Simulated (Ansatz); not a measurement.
The relaxed structure here is a generated cell of Te2Mo: the first start was made by placing the elements on the sites of a structure type, and the end was not matched to a known phase here, so it may be hypothetical. Known forms of Te2Mo include space group No. 194.

The end point of a relaxation of Te2Mo. Space group P2₁/c (No. 14). All values below come from r2SCAN (plane waves to 500 eV, PAW, scalar-relativistic; Ansatz, a program for electronic structure).

```xyz
12
Lattice="6.6563 0.0000 0.0000 0.0000 6.2066 0.0000 -1.8395 0.0000 7.1852" Properties=species:S:1:pos:R:3 pbc="T T T"
Mo     1.5589     0.3164     1.4665
Mo     4.1776     3.4198     2.1261
Mo     3.2579     5.8902     5.7187
Mo     0.6391     2.7869     5.0591
Te    -0.4389     1.5615     2.8775
Te     6.1754     4.6648     0.7151
Te     5.2557     4.6452     4.3076
Te    -1.3587     1.5419     6.4701
Te     2.0875     4.6539     3.4923
Te     3.6490     1.5506     0.1003
Te     2.7292     1.5527     3.6929
Te     1.1678     4.6561     7.0849
```

```json
{
  "volume_per_atom": "24.74 Å³",
  "density": "7.86 g/cm³",
  "band_gap": "zero (metallic)",
  "shortest_distances": "Mo–Te 2.72 Å; Te–Te 3.17 Å",
  "k-mesh": "6×6×5"
}
```

Band energies at high-symmetry points (eV from the Fermi level; labels of this space group; no spin-orbit coupling), from −5 eV up to 4.6 eV:

```tsv
point	energies
Γ	-4.97 -4.87 -4.24 -3.97 -3.90 -3.87 -3.66 -2.76 -2.57 -2.47 -2.40 -2.05 -1.97 -1.94 -1.08 -1.02 -0.98 -0.97 -0.70 -0.67 -0.62 0.00 0.18 0.32 0.87 1.03 1.31 1.49 1.77 2.00 2.35 2.62 2.73 2.88 3.19 3.20 3.37 3.43 4.15
Z	-4.24 -4.24 -4.06 -4.06 -3.71 -3.71 -2.99 -2.99 -2.74 -2.74 -2.27 -2.27 -1.91 -1.91 -1.53 -1.53 -0.89 -0.89 -0.66 -0.66 -0.55 -0.55 0.43 0.43 0.66 0.66 1.42 1.42 1.61 1.61 1.69 1.69 2.71 2.71 2.90 2.90 3.36 3.36
D	-4.85 -4.85 -4.58 -4.58 -4.17 -4.17 -3.74 -3.74 -3.43 -3.43 -3.16 -3.16 -2.33 -2.33 -2.22 -2.22 -1.76 -1.76 -1.20 -1.20 -0.64 -0.64 -0.25 -0.25 0.37 0.37 0.60 0.60 1.27 1.27 1.34 1.34 2.02 2.02 2.79 2.79 3.01 3.01 3.37 3.37
B	-4.78 -4.78 -4.46 -4.46 -4.15 -4.15 -3.40 -3.40 -2.92 -2.92 -2.09 -2.09 -1.82 -1.82 -1.42 -1.42 -0.91 -0.91 -0.13 -0.13 -0.10 -0.10 0.37 0.37 0.54 0.54 0.97 0.97 1.64 1.64 2.24 2.24 2.77 2.77 2.89 2.89 3.63 3.63
A	-4.98 -4.98 -4.58 -4.58 -4.15 -4.15 -3.92 -3.92 -3.72 -3.72 -2.94 -2.94 -2.57 -2.57 -2.20 -2.20 -1.67 -1.67 -0.90 -0.90 -0.52 -0.52 -0.26 -0.26 0.12 0.12 0.71 0.71 1.24 1.24 1.50 1.50 1.82 1.82 2.63 2.63 3.17 3.17 3.86 3.86
E	-4.89 -4.89 -4.82 -4.82 -4.65 -4.65 -4.07 -4.07 -3.86 -3.86 -3.38 -3.38 -3.25 -3.25 -2.86 -2.86 -1.99 -1.99 -1.79 -1.79 -1.57 -1.57 -0.80 -0.80 -0.40 -0.40 0.17 0.17 0.28 0.28 0.97 0.97 1.03 1.03 1.82 1.82 2.46 2.46 3.30 3.30 3.31 3.31
C2	-4.68 -4.68 -4.29 -4.29 -3.76 -3.76 -3.68 -3.68 -3.45 -3.45 -2.87 -2.87 -2.58 -2.58 -2.46 -2.46 -1.99 -1.99 -1.10 -1.10 -0.58 -0.58 -0.54 -0.54 0.23 0.23 0.78 0.78 0.81 0.81 1.60 1.60 1.66 1.66 2.23 2.23 3.19 3.19 3.31 3.31
Y2	-4.94 -4.88 -4.61 -4.20 -3.75 -3.69 -3.62 -3.36 -3.11 -3.00 -2.89 -2.58 -2.56 -2.30 -2.07 -1.42 -1.39 -1.30 -0.97 -0.65 -0.61 -0.44 -0.35 0.28 0.37 0.59 0.86 0.93 1.39 1.91 2.11 2.16 2.68 2.75 2.86 2.91 3.12 3.46 3.76 4.07
```

No spin polarisation in the result.

The run could not lose the symmetry of its start: the end is stationary, and may be a saddle point rather than a minimum.
